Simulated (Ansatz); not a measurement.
input.yaml (Ansatz)

```yaml
crystal:
  lattice:
    - [4.731336689, 0.0, 0.0]
    - [-2.3656683445, 4.0974577665, 0.0]
    - [0.0, 0.0, 2.8335665995]
  atoms:
    - { symbol: Ag, position: [0.0, 0.0, 0.0] }
    - { symbol: Ag, position: [0.3333333333, 0.6666666667, 0.5] }
    - { symbol: Ag, position: [0.6666666667, 0.3333333333, 0.5] }
hamiltonian:
  xc: lda
  pseudopotentials:
    kind: paw
    azcp:
      Ag: "pseudopotentials/Ag.paw.azcp"
basis:
  ecutwfc: 420
  fft_grid_basis: typed
kpoints:
  mp_grid: { grid: [9, 9, 13], shift: [0, 0, 0] }
magnetization:
  spin_polarized: false
scf:
  occupations: { method: fermi_dirac, width: 0.1 }
  lower_state_search: "off"
output:
  stress: true
  write_density: true
  write_potential: true
  elf: true
  volumetric_format: npy
```

and its output:

```
Warning: the record states the generating functional pbe (its physics header spells it `PBE`), which answers neither for hamiltonian.xc's functional nor for the lda family's — results may be inconsistent (PPs are generated against a specific XC)
Engine: ansatz 0.2.0, aarch64-unknown-linux-gnu
Pseudopotentials: kind: paw
Pseudopotential: Ag, paw, valence charge 19, recommended cutoff 420 eV (normal) 
Functional definition: SPW92
  exchange = slater_x
  correlation = pw_c
Crystal: 3 atoms, lattice volume = 54.933 Å³
Basis set: ecut = 420 eV, 1095 PW (Γ)
Bands: 35, of which v1, the nominal top of the filled ones, is band 29 counted from 1 (28 counted from 0)
Symmetry: 24 space group operations
Space group: P6/mmm (ITA 191), of the structure as read, at distance tolerance 3.8e-5 Å
k-points: 84 of 1053
Non-local potential: Ag, projectors of the file, l = 0: 3, l = 1: 2, l = 2: 2, l = 3: 1
PAW form: soft (Blöchl's): semilocal exchange-correlation on the pseudo side does not see the compensation charge
PAW frozen core: Ag, regenerated for the run's functional, and the local potential with it (the file was generated under x = pbe(κ = 0.804, μ = 0.2195149727645171), c = pbe(β = 0.06672455060314922))
PAW one-centre angular grid: Ag, 590 points (default); XC on 64 Gauss nodes
Initial density: superposition of atomic densities (neutral atoms: chi_scale 0, normalization atom), corrected by the library's trained network
Initial wavefunctions: pseudopotential atomic-orbital guess
Functional: x = slater, c = lda
SCF iter   1: F=—  HF=-22374.026762 eV  |F-HF|=—  |Δ(HF+E_count)|=         —  Δρ=1.39e-2  dr2=9.25e-2  ethr=1.77e-3  ⟨swp⟩=5.5  Hψ=9891  notcnv=0  defer=31
SCF iter   2: F=—  HF=-22374.002277 eV  |F-HF|=—  |Δ(HF+E_count)|=   2.45e-2  Δρ=4.23e-3  dr2=5.96e-3  ethr=1.62e-4  ⟨swp⟩=2.5  Hψ=5285  notcnv=0  defer=39
SCF iter   3: F=—  HF=-22374.000470 eV  |F-HF|=—  |Δ(HF+E_count)|=   1.81e-3  Δρ=1.72e-3  dr2=5.91e-4  ethr=1.05e-5  ⟨swp⟩=2.3  Hψ=3693  notcnv=0  defer=40
SCF iter   4: F=—  HF=-22374.000324 eV  |F-HF|=—  |Δ(HF+E_count)|=   1.46e-4  Δρ=1.82e-4  dr2=1.08e-5  ethr=1.04e-6  ⟨swp⟩=2.9  Hψ=5691  notcnv=0  defer=40
SCF iter   5: F=—  HF=-22374.000328 eV  |F-HF|=—  |Δ(HF+E_count)|=   3.86e-6  Δρ=4.16e-5  dr2=1.54e-6  ethr=1.89e-8  ⟨swp⟩=2.3  Hψ=4723  notcnv=0  defer=40
SCF iter   6: F=—  HF=-22374.000328 eV  |F-HF|=—  |Δ(HF+E_count)|=   3.10e-7  Δρ=2.05e-5  dr2=2.37e-7  ethr=2.71e-9  ⟨swp⟩=2.5  Hψ=4389  notcnv=0  defer=40
SCF iter   7: F=-22374.000328 eV  HF=-22374.000328 eV  |F-HF|=9.12e-9  |Δ(HF+E_count)|=   7.04e-8  Δρ=4.00e-6  dr2=1.27e-8  ethr=1.75e-10  ⟨swp⟩=10.9  Hψ=16900  notcnv=0
SCF 1 converged in 7 iterations: F = -22374.000328 eV  dr2 = 1.27e-8
SCF converged after 7 iterations
Free energy (F): -22374.000328 eV
Harris-Foulkes:  -22374.000328 eV  (|F-HF|=9.12e-9)
Internal energy: -22373.971605 eV  (E = F + TS)
E sigma→0 (E₀):  -22373.985967 eV
Entropy (-TS):   -0.028723 eV (-9.574 meV/atom)
Fermi energy:    15.373320 eV
--- Per-component energies (eV) ---
  E_band       = -799.133460
  E_kinetic    = 1579.987669
  E_local      = -6951.304990  (includes V_loc(G=0)·N_el)
  E_nonlocal   = 260.210379
  E_hartree    = 3127.021941
  E_xc         = -549.318379
  E_vxc        = -701.551258  (∫ρ·V_xc dr)
  E_paw        = -11311.397923  (= ΣΔE_a)
  E_vpaw       = -1240.512273  (= ΣTr[D̂ρ^β])
  E_aug_tail   = 0.000748  (compensation charges beyond the density's cutoff)
  E_ewald      = -8531.345473
  E_core_change = 2.174422  (= ΣΔE_core)
  E_smearing   = -0.028723  (= −TS)
  E_closure    = 0.000000  (closes the sum)
  Σ components = -22374.000328   (vs F -22374.000328, Δ=0.00e0)
--- Stress (GPa, compression-positive) ---
      -10.792424      -0.000000       0.000000
       -0.000000     -10.792424       0.000000
        0.000000       0.000000     -10.941322
  P = ⅓ Tr σ = -10.8421 GPa (-108.421 kbar)
--- Band table (eV; the first three rows and the last of 84) ---
  k-point 0: bands = ["-76.2162", "-76.1966", "-76.1296", "-39.8136", "-39.8136", "-39.7171", "-39.7171", "-39.6958", "-39.6731", "-39.6463", "-39.6463", "-39.6317", "8.0324", "9.4464", "10.4281", "10.6064", "10.6872", "10.6872", "10.8097", "10.8097", "11.1563", "11.1563", "11.6074", "11.6074", "11.6634", "11.6634", "12.6079", "12.6079", "19.8039", "19.8039", "19.8114", "19.8114", "19.9211", "20.2143", "27.1201"]
  k-point 1: bands = ["-76.2158", "-76.1962", "-76.1292", "-39.8130", "-39.8130", "-39.7159", "-39.7159", "-39.7020", "-39.6792", "-39.6465", "-39.6465", "-39.6380", "8.1571", "9.5412", "10.5537", "10.6366", "10.6366", "10.6965", "10.7436", "10.7436", "11.0830", "11.0830", "11.6644", "11.6644", "11.6929", "11.6929", "12.5720", "12.5720", "19.9397", "19.9397", "19.9600", "19.9600", "19.9691", "20.2620", "26.1195"]
  k-point 2: bands = ["-76.2145", "-76.1950", "-76.1280", "-39.8114", "-39.8114", "-39.7190", "-39.7125", "-39.7125", "-39.6960", "-39.6557", "-39.6470", "-39.6470", "8.5096", "9.8109", "10.4581", "10.4581", "10.5736", "10.5736", "10.9133", "10.9711", "11.0121", "11.0121", "11.6439", "11.6439", "11.8415", "11.8415", "12.4931", "12.4931", "20.1247", "20.3028", "20.3028", "20.4053", "20.4053", "20.4087", "24.1382"]
  k-point 83: bands = ["-76.1989", "-76.1989", "-76.1224", "-39.8230", "-39.7915", "-39.7915", "-39.7485", "-39.7485", "-39.7322", "-39.6819", "-39.6501", "-39.6501", "9.4654", "10.1253", "10.1769", "10.1769", "10.4632", "10.4632", "10.8499", "10.8499", "11.4553", "11.4553", "11.5919", "12.5472", "12.6130", "12.8022", "12.8022", "16.1843", "17.4131", "17.4131", "19.4218", "19.4218", "19.9613", "26.2548", "26.8664"]
```
